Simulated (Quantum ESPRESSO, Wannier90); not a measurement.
## Wannier functions of ScF3 (R32)

```xyz
4
Lattice="2.8568 1.6494 2.3311 -2.8568 1.6494 2.3311 0.0000 -3.2988 2.3311" Properties=species:S:1:pos:R:3 pbc="T T T"
Sc     0.0000     0.0000     0.0000
F      1.4229     0.8342     1.1656
F     -1.4339     0.8151     1.1656
F      0.0110    -1.6494     1.1656
```

Materials Project entry mp-10694; symmetrised, unrelaxed at this level. COD (Crystallography Open Database) has the formula in 4 space groups, this one among them (matched by group alone). The atoms lie within 0.1 Å of the higher space group Pm-3m. Computed values, not measurements, from LDA: Quantum ESPRESSO (norm-conserving PseudoDojo potentials, cutoff 68 Ry, no spin polarisation, no spin-orbit coupling) on a Γ-centred 8×8×8 mesh, then Wannier90. Density: 8×8×8 mesh, cold smearing 0.01 Ry.

Bands 8-16 form an isolated set from -3.14 to 0.00 eV relative to the valence-band maximum (on the path) and are turned into 9 Wannier functions by minimising the spread from the start: atomic waves F 2p.

Centres (Cartesian, Å; one of the equivalent choices) and spreads:

```tsv
n	x	y	z	spread (Å²)	nearest atom
1	1.423	0.834	1.166	0.700	F2
2	1.423	0.834	1.166	0.729	F2
3	1.423	0.834	1.166	0.670	F2
4	-1.434	0.816	1.166	0.700	F3
5	-1.434	0.816	1.166	0.729	F3
6	-1.434	0.816	1.166	0.670	F3
7	0.010	-1.649	1.166	0.700	F4
8	0.011	-1.649	1.166	0.641	F4
9	0.010	-1.649	1.166	0.759	F4
```

Ω_I = 6.28 Å², Ω_total = 6.30 Å²; the interpolated bands follow pw.x to 0.2 meV rms on the path. Only this start was tried; a symmetric start can stop on a saddle, and mixtures of these functions could lower the total by at most Ω_total − Ω_I.
